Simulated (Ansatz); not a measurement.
Trial structure of Na₆In, not yet relaxed:

```cif
data_structure
_symmetry_space_group_name_H-M 'P 1'
_symmetry_Int_Tables_number 1
_cell_length_a 6.0340
_cell_length_b 6.0340
_cell_length_c 6.0340
_cell_angle_alpha 60.000
_cell_angle_beta 60.000
_cell_angle_gamma 60.000
_cell_volume 155.35
loop_
_atom_site_label
_atom_site_type_symbol
_atom_site_fract_x
_atom_site_fract_y
_atom_site_fract_z
_atom_site_occupancy
Na1 Na 0.50000 0.50000 0.00000 1
Na2 Na 0.50000 0.00000 0.50000 1
Na3 Na 0.00000 0.00000 0.50000 1
Na4 Na 0.00000 0.50000 0.00000 1
Na5 Na 0.00000 0.50000 0.50000 1
Na6 Na 0.50000 0.00000 0.00000 1
In1 In 0.00000 0.00000 0.00000 1
```

All numbers below come from DFT PBE, scalar-relativistic, plane waves, PAW in Ansatz. Settings: cutoff 420 eV, Γ-centred mesh 4×4×4 on the computed 7-atom cell, Gaussian smearing of 0.10 eV; no spin polarisation.

Energies over the elements count from the elements' standard structures at the same level, with no fitted energy shifts.

Q: How far from equilibrium is it?

A: The pressure is 11.4 GPa (it wants to expand), the largest force is 0.00 eV/Å (symmetry fixes the atoms), and the energy is +0.31 eV/atom against the elements. The shortest distance is 3.02 Å.

Q: Is it a good guess?

A: A rough one: relaxing gains about 0.31 eV/atom (the start's value is from the coarse mesh, so the gain is rough) in 11 ionic steps and ends at 0.00 eV/atom on the finer mesh. The symmetry stays Fm-3m (No. 225). The volume per atom grows by 57.8 %, from 22.2 to 35.0 Å³. The shortest distance goes from 3.02 Å (Na–In and Na–Na) to 3.51 Å (Na–In and Na–Na). Conventional cell: a = 9.935 Å. Na is surrounded by 2 In at 3.51 Å and 8 Na at 3.51 Å; In is surrounded by 12 Na at 3.51 Å.

The last run used an 8×8×8 mesh for its 7-atom cell and Gaussian smearing of 0.10 eV. For metals, differences of a few meV/atom aren't resolved. The relaxation can't lower the symmetry of the start, and the grade says only how near the guess is to its own end. Symmetry constrained the relaxation, so the result can be a saddle point.
